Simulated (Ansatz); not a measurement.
MgTe:
```
MgTe
1.0
    4.50899     0.00000     0.00000
   -2.25450     3.90490     0.00000
    0.00000     0.00000     7.33768
Mg Te
2 2
Direct
  0.66667   0.33333   0.00082
  0.33333   0.66667   0.50082
  0.66667   0.33333   0.62438
  0.33333   0.66667   0.12438
```

This is the LDA-relaxed structure. Tensor components refer to the Cartesian frame of this cell.

Question: All from DFT-LDA in the program Ansatz with PAW potentials, unless another level is named. Estimate the piezoelectric stress constants (proper, relaxed ions, C/m²).

Answer: e15 = e24 = 0.11, e31 = e32 = 0.13, e33 = -0.28.

Question: Give the Young's modulus.

Answer: 31.9 GPa.

Space group P6_3mc (wurtzite). The LDA relaxation kept the symmetry of its start; of distortions, only those at the zone centre were tested. Scalar-relativistic: spin–orbit coupling is off unless named, which matters more the heavier the elements.

Potentials: the later of the program's two PAW sets.
